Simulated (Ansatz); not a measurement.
**Data sheet: GaN (DFT)**

GaN:
```
GaN
1.0
    5.47050     0.00000     0.00000
    0.00000     5.47050     0.00000
    0.00000     0.00000     3.18330
Ga N
4 4
Direct
  0.32060   0.67940   0.00000
  0.67940   0.32060   0.00000
  0.82060   0.82060   0.50000
  0.17940   0.17940   0.50000
  0.31751   0.31751   0.00000
  0.68249   0.68249   0.00000
  0.18249   0.81751   0.50000
  0.81751   0.18249   0.50000
```

Space group P4_2/mnm (No. 136); conventional cell a = b = 5.4705 Å, c = 3.1833 Å, α = β = γ = 90.00°.

Method: plane-wave PAW PBEsol (Ansatz code). Structure relaxed to zero pressure with the same functional. Other levels are named where they apply.

Cell and energy:

* **Volume per atom**: 11.91 Å³
* **Density**: 5.84 g/cm³
* **Formation energy from the elements (no fitted shifts)**: -0.52 eV/atom

Electronic structure:

- Band gap = 1.87 eV (smallest direct gap 1.88 eV)
- Valence-band maximum = on the M–Γ line, 89 % of the way from M
- Conduction-band minimum = at Γ
- Electron effective mass = 0.18 mₑ (isotropic)
- Electron effective mass with spin–orbit coupling = 0.18 mₑ (isotropic)
- Hole effective mass = 0.42, 1.7, 1.9 mₑ (principal values)
- Hole effective mass with spin–orbit coupling = 0.36, 0.47, 1.9 mₑ (principal values)
- HSE06 gap on the PBEsol cell = 3.18 eV
- Gap with spin–orbit coupling = 1.88 eV

Mechanics:

* **Bulk modulus (Birch–Murnaghan fit)**: 174 GPa
* **Pressure derivative B′**: 4.1
* **Elastic constants (relaxed ions, GPa)**: C11 = 261, C12 = 121, C13 = 117, C33 = 369, C44 = 85.1, C66 = 95.9
* **Mechanical stability**: stable (all eigenvalues of C positive)
* **Hill bulk and shear moduli**: 176 and 87.9 GPa
* **Young's modulus**: 226 GPa
* **Poisson's ratio**: 0.29
* **Debye temperature from the elastic constants**: 564 K

Dielectric response:

- Electronic dielectric constant ε∞ (DFPT): 5.73 (xx = yy), 5.70 (zz)
- Static dielectric constant ε0 (ions relaxed, cell fixed): 10.7 (xx = yy), 8.94 (zz)
- Born charges (a third of the trace): Ga +2.63, N -2.63 e

Phonons:

Highest zone-centre frequency (without LO–TO term): 21.86 THz
Zone-centre stability: no imaginary mode at Γ
Dynamical stability on the path: stable (no imaginary branch)
Zero-point energy: 75.4 meV/atom
Vibrational entropy at 300 K: 17.1 J/(K·mol of atoms)

The start of the workflow was typed in or built on a structure type; neither database checked (COD, Materials Project) lists it. It is not the phase usual at ambient conditions (space group No. 186, 216). The PBEsol relaxation kept the symmetry of its start. The references are the lowest solids computed at this level, not always the standard phases (solids in place of the gases). Scalar-relativistic: spin–orbit coupling is off unless named, which matters more the heavier the elements.

Potentials: the earlier of the program's two PAW sets. The files were generated under PBE; for other functionals the program regenerates the frozen cores, and for LDA and PBEsol the local potential too.
